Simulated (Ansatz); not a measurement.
### Question
ZnInGaO$_{4}$ in space group R3m (No. 160; Pearson symbol hR7) is relaxed with r²SCAN in the plane-wave PAW code Ansatz. What lattice parameters of the conventional cell result?

### Answer
a = 3.310 Å, c = 25.766 Å.

### Question
Give the free coordinates with the occupied sites.

### Answer
In one choice of origin and axes:

```tsv
atom	site	symmetry	x	y	z
In	3a	3m	0.0000	0.0000	0.0031
Ga	3a	3m	0.0000	0.0000	0.7871
Zn	3a	3m	0.0000	0.0000	0.2187
O	3a	3m	0.0000	0.0000	0.8635
O	3a	3m	0.0000	0.0000	0.1210
O	3a	3m	0.0000	0.0000	0.7114
O	3a	3m	0.0000	0.0000	0.2952
```

### Question
Is it a metal or does it have a gap at this level?

### Answer
A gap of 1.77 eV, direct.

Symmetry was held in the r²SCAN relaxation. Spin–orbit coupling is left out wherever it is not named.

Potentials: the later of the program's two PAW sets.
